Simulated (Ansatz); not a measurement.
This run works on a generated trial structure, not on a known crystal.

Input and command of a plane-wave DFT calculation in Ansatz:

```yaml
crystal:
  lattice:
    - [6.1355961421, 0.0, -0.3686945794]
    - [0.0, 4.1152404672, 0.0]
    - [-3.2344232843, 0.0, 5.2268354162]
  atoms:
    - { symbol: Si, position: [0.405610057, 0.5, 1.0073353779] }
    - { symbol: Si, position: [-0.0073395257, 0.5, 0.5943849811] }
    - { symbol: Si, position: [0.5933969319, 0.0, 0.9885111822] }
    - { symbol: Si, position: [1.0114920727, 0.0, 0.4066030653] }
    - { symbol: Si, position: [0.5457749102, 0.5, 0.4542227516] }
    - { symbol: P, position: [0.4510655538, 0.0, 0.5489426416] }
basis:
  ecutwfc: 420
kpoints:
  mp_grid: { grid: [8, 10, 8] }
hamiltonian:
  xc: pbe
scf:
  occupations: { method: gaussian, width: 0.1 }
output:
  forces: true
  stress: true
  eigenvalues: true
relax:
  adjacent_minimum: "off"
  f_tol: 0.01
  max_steps: 80
  cell: { stress_tol: 0.05 }
```

```bash
ansatz run input.yaml --threads 1 --pin off --max-ram 2560MiB --backend cpu --events-out ev --progress --plain --runs-dir out
```

Processor: Intel(R) Xeon(R) Processor @ 2.70GHz, 1 thread, on a host shared with other jobs.

Task: Estimate time, memory and problem size.

Result: About 2.6 min, peak memory 0.59 GiB. It solves 19 bands at 126 k points (after reduction by symmetry) with about 2495 plane waves (on the last cell), in 27 SCF iterations over 5 ionic steps.
